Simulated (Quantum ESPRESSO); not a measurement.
Band energies of SnO$_{2}$

```
CELL_PARAMETERS angstrom
      4.76647     0.00000     0.00000
      0.00000     4.76647     0.00000
      0.00000     0.00000     3.21179
ATOMIC_POSITIONS crystal
  O  0.19368 0.80632 0.50000
  O  0.80632 0.19368 0.50000
  O  0.69368 0.69368 0.00000
  O  0.30632 0.30632 0.00000
  Sn 0.50000 0.50000 0.50000
  Sn 0.00000 0.00000 0.00000
```

PBE (stringent potentials; Quantum ESPRESSO, PseudoDojo norm-conserving, 102 Ry, without SOC); path ΓXMΓZRAZ,XR,MA; energies in eV from the valence-band maximum.

```csv
k (1/Å),point,band 30,band 31,band 32,band 33,band 34,band 35,band 36,band 37
0.00,Γ,-1.27,-1.27,-0.75,-0.75,0.00,1.03,5.96,6.25
0.22,,-1.30,-1.26,-1.24,-0.73,-0.13,1.74,5.73,6.37
0.66,X,-1.94,-1.21,-1.21,-0.61,-0.61,4.22,4.22,7.00
1.10,,-1.94,-1.31,-1.31,-0.81,-0.81,4.51,4.51,7.31
1.32,M,-1.93,-1.34,-1.34,-0.88,-0.88,4.61,4.61,7.40
1.50,,-1.84,-1.34,-1.30,-0.86,-0.80,4.34,4.73,7.32
1.69,,-1.67,-1.32,-1.23,-0.82,-0.60,3.61,5.04,7.06
2.06,,-1.27,-1.23,-1.17,-0.76,-0.10,1.58,5.77,6.40
2.25,Γ,-1.27,-1.27,-0.75,-0.75,0.00,1.03,5.96,6.25
2.45,,-1.64,-1.64,-0.72,-0.72,-0.08,1.71,6.17,6.67
2.84,,-2.77,-2.46,-0.91,-0.91,-0.67,4.19,6.73,8.72
3.03,,-2.79,-2.06,-1.12,-1.11,-1.11,5.20,6.50,8.99
3.23,Z,-2.62,-1.60,-1.60,-1.22,-1.22,5.96,5.96,9.64
3.39,,-2.27,-1.54,-1.54,-1.21,-1.21,5.98,5.98,9.31
3.72,,-1.71,-1.14,-1.14,-0.87,-0.87,6.16,6.16,8.16
3.89,R,-1.71,-1.05,-1.05,-0.73,-0.73,6.22,6.22,7.94
4.05,,-1.61,-1.02,-1.02,-0.82,-0.82,5.87,5.87,8.22
4.22,,-1.50,-1.01,-1.01,-0.94,-0.94,5.28,5.28,8.61
4.55,A,-2.41,-0.94,-0.94,-0.80,-0.80,4.68,4.68,8.85
4.86,,-1.13,-1.10,-1.08,-1.01,-0.90,5.08,5.34,8.25
5.17,,-1.41,-1.40,-1.39,-1.27,-1.12,5.73,6.22,8.20
5.32,,-2.08,-1.55,-1.54,-1.24,-1.19,5.90,6.05,9.06
5.48,Z,-2.62,-1.60,-1.60,-1.22,-1.22,5.96,5.96,9.64
5.48,X,-1.94,-1.21,-1.21,-0.61,-0.61,4.22,4.22,7.00
5.80,,-1.74,-1.43,-1.43,-0.71,-0.71,4.81,4.81,7.92
6.13,,-1.61,-1.12,-1.12,-0.83,-0.83,5.79,5.79,8.46
6.29,,-1.68,-1.06,-1.06,-0.77,-0.77,6.11,6.11,8.08
6.46,R,-1.71,-1.05,-1.05,-0.73,-0.73,6.22,6.22,7.94
6.46,M,-1.93,-1.34,-1.34,-0.88,-0.88,4.61,4.61,7.40
6.78,,-2.77,-0.96,-0.96,-0.86,-0.86,4.84,4.84,8.11
7.11,,-2.51,-0.86,-0.86,-0.82,-0.82,4.85,4.85,8.95
7.44,A,-2.41,-0.94,-0.94,-0.80,-0.80,4.68,4.68,8.85
```

The PBE gap is direct, 1.03 eV at Γ.

Spin-orbit splittings are left out.

Geometry relaxed with PBEsol.
